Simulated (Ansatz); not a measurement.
# Calculated with Ansatz: GdFe3Cu, settings compared

Run with:

```bash
ansatz run input.yaml --threads 1 --pin off --max-ram 2560MiB --backend cpu --events-out ev --progress --plain --runs-dir out
```

Input:

```yaml
crystal:
  lattice:
    - [0.0, 3.86279437, 0.0]
    - [3.86279437, 0.0, 0.0]
    - [1.93139718, 1.93139718, -4.93877759]
  atoms:
    - { symbol: Gd, position: [0.11609, 0.11609, 0.76782], spin: -7.1 }
    - { symbol: Cu, position: [0.5141, 0.5141, 0.9718] }
    - { symbol: Fe, position: [0.86627, 0.36627, 0.26746], spin: 2.3 }
    - { symbol: Fe, position: [0.36627, 0.86627, 0.26746], spin: 2.3 }
    - { symbol: Fe, position: [0.7359, 0.7359, 0.5282], spin: 1.9 }
kpoints:
  mp_grid: { grid: [5, 5, 5], shift: [0, 0, 0] }
magnetization:
  spin_polarized: true
scf:
  occupations: { method: fermi_dirac }
hamiltonian:
  pseudopotentials: { kind: paw }
  xc: pbe
basis:
  ecutwfc: 420
output:
  forces: true
  stress: true
  eigenvalues: true
```

Origin of the cell: a known structure type with other elements, at an estimated volume, so it need not be a known compound.

The smearing width isn't typed, so it takes its default of 0.1 eV.

Output of this run (shortened):

```
Pseudopotentials: kind: paw
Pseudopotential: Gd, paw, valence charge 18, recommended cutoff 420 eV (normal), Gd.paw.azcp
Pseudopotential: Cu, paw, valence charge 19, recommended cutoff 420 eV (normal), Cu.paw.azcp
Pseudopotential: Fe, paw, valence charge 16, recommended cutoff 420 eV (normal), Fe.paw.azcp
Functional definition: PBE
  exchange = pbe_x(kappa = kappa, mu = beta*pi^2/3)
  correlation = pbe_c(beta = beta)
Crystal: 5 atoms, lattice volume = 73.692 Å³
Basis set: ecut = 420 eV, 1461 PW (Γ), exchange–correlation on 54×54×80 points (8 copies of the dense FFT grid, shifted against one another)
Bands: 60, of which v1, the nominal top of the filled ones, is band 43 counted from 1 (42 counted from 0)
Symmetry: 8 space group operations
Space group: I4mm (ITA 107), of the structure as read, at distance tolerance 4.2e-5 Å
[… 9 lines left out …]
Initial density: superposition of atomic densities (chi_scale 0.1, normalization cell, long waves kept (reshape's long-wave potential 0.00 eV rms))
Starting moments: Σ|m| = 13.6 μB on 4 of 5 sites
Functional: x = pbe(κ = 0.804, μ = 0.219515), c = pbe(β = 0.066725)
SCF iter   1: F=—  HF=-29408.414613 eV  Δρ=3.06e-1  dr2=2.10e2  dr2_m=3.06e0  M=-3.588 μB ∫|m|=10.710 μB  defer=16
SCF iter   2: F=—  HF=-29407.890049 eV  Δρ=1.45e-1  dr2=2.71e1  dr2_m=1.34e0  M=-0.419 μB ∫|m|=13.883 μB  defer=58
SCF iter   3: F=—  HF=-29397.894862 eV  Δρ=7.35e-2  dr2=4.95e0  dr2_m=1.30e0  M=-0.213 μB ∫|m|=14.210 μB  defer=77
SCF iter   4: F=—  HF=-29397.223324 eV  Δρ=3.12e-2  dr2=1.20e0  dr2_m=4.42e-1  M=-0.281 μB ∫|m|=14.383 μB  defer=77
SCF iter   5: F=—  HF=-29398.386592 eV  Δρ=2.45e-2  dr2=7.72e-1  dr2_m=4.53e-2  M=-0.565 μB ∫|m|=14.390 μB  defer=78
[… 9 lines left out …]
SCF iter  15: F=—  HF=-29398.272607 eV  Δρ=6.75e-5  dr2=2.94e-6  dr2_m=1.42e-6  M=-0.581 μB ∫|m|=14.645 μB  defer=78
SCF iter  16: F=—  HF=-29398.272607 eV  Δρ=1.67e-5  dr2=3.09e-7  dr2_m=8.32e-8  M=-0.581 μB ∫|m|=14.646 μB  defer=78
SCF iter  17: F=—  HF=-29398.272607 eV  Δρ=1.33e-5  dr2=2.46e-7  dr2_m=1.68e-8  M=-0.581 μB ∫|m|=14.646 μB  defer=78
SCF iter  18: F=—  HF=-29398.272607 eV  Δρ=5.00e-6  dr2=3.63e-8  dr2_m=2.14e-9  M=-0.581 μB ∫|m|=14.646 μB  defer=78
SCF iter  19: F=-29398.272607 eV  HF=-29398.272607 eV  Δρ=3.48e-6  dr2=2.33e-8  dr2_m=4.11e-10  M=-0.581 μB ∫|m|=14.646 μB
SCF 1 converged in 19 iterations: F = -29398.272607 eV  dr2 = 2.33e-8
SCF converged after 19 iterations
Magnetization: -0.5811 μB (42.2095 up, 42.7905 down)
Absolute magnetization: 14.6509 μB (∫|ρ↑−ρ↓|, with the PAW one-centre terms)
Spin contamination: 6.6934 ħ² per cell (⟨S²⟩ above its minimum at these occupations)
Per-site moments (μB) at R_I (Å): [(-7.079489, 1.200897), (0.178124, 0.903722), (2.341400, 0.957548), (2.341400, 0.957548), (1.916832, 0.903722)]
Free energy (F): -29398.272607 eV
Harris-Foulkes:  -29398.272607 eV  (|F-HF|=2.14e-8)
Internal energy: -29398.112898 eV  (E = F + TS)
E sigma→0 (E₀):  -29398.192752 eV
Entropy (-TS):   -0.159709 eV (-31.942 meV/atom)
Fermi energy:    16.837981 eV
--- Per-component energies (eV) ---
  E_band       = -1028.813813
  E_kinetic    = 1764.610336
  E_local      = -13352.671074  (includes V_loc(G=0)·N_el)
  E_nonlocal   = 1328.690088
  E_hartree    = 5752.660395
  E_xc         = -679.450238
  E_vxc        = -827.771068  (∫ρ·V_xc dr)
  E_paw        = -12207.847252  (= ΣΔE_a)
  E_vpaw       = -1447.005855  (= ΣTr[D̂ρ^β])
  E_aug_tail   = 0.002947  (compensation charges beyond the density's cutoff)
  E_ewald      = -12004.108100
  E_smearing   = -0.159709  (= −TS)
  Σ components = -29398.272607   (vs F -29398.272607, Δ=0.00e0)
--- Forces (eV/Å), atoms counted from 1 ---
  atom   1  Gd     0.000000     0.000000     0.227614
  atom   2  Cu    -0.000000    -0.000000    -1.369177
  atom   3  Fe     0.000000     0.000000     0.067410
  atom   4  Fe     0.000000     0.000000     0.067410
  atom   5  Fe     0.000000     0.000000     1.006700
  max |Σ_I F_I| component: 4.19e-5 eV/Å
--- Stress (GPa, compression-positive) ---
        7.317477      -0.000000       0.000000
       -0.000000       7.317477       0.000000
        0.000000       0.000000      13.226627
  P = ⅓ Tr σ = 9.2872 GPa (92.872 kbar)
```

The same input was run again with these changes:

1. `kpoints.mp_grid.grid` [5, 5, 5] → [8, 8, 8]; `scf.occupations.method` fermi_dirac → tetrahedron_uncorrected
2. `crystal.symmetry` default → { detect: false }
3. `magnetization` { spin_polarized: true } → default (starts: off); `scf.initial_density.chi_scale` default → 0.3; `basis.ecutwfc` 420 → "600 eV"; typed moments: none
4. `scf.convergence.dr2_threshold` default → 1.0e-08; `scf.occupations.method` fermi_dirac → cold; `scf.occupations.width` default → 0.3

```csv
run,end,SCF iterations,P (GPa),max force component (eV/Å),gap on mesh (eV),moment (μB),ΔE(σ→0) (meV/atom)
base,converged,19,9.29,1.369,none,0.58,0
1,converged,23,9.26,1.347,none,0.55,7.20
2,converged,19,9.29,1.369,none,0.58,0.00
3,converged,41,-2.32,2.876,none,–,1669.38
4,converged,30,9.57,1.406,–,0.43,-0.80
```

Energies are compared only where functional, datasets, charge and starting cell are the same.

Not properties of the system: run 3 (too coarse or loose: spin switched off), run 4 (too coarse or loose: `scf.occupations.width` = 0.3).

Caveats of the base run: f shells without a U or exact exchange are poorly placed; no spin-orbit coupling, though heavy elements are present; one start, so the magnetic state may not be the lowest; the k mesh is coarse if the cell is a metal.

Run 3: no spin polarisation, so a magnetic state may lie lower.
Run 4: wide smearing.

The base run ran for 46 s on 1 thread of Intel(R) Xeon(R) Platinum 8375C CPU @ 2.90GHz (Ice Lake), with other jobs on the host, peak memory 0.52 GiB, from the program's own first density.
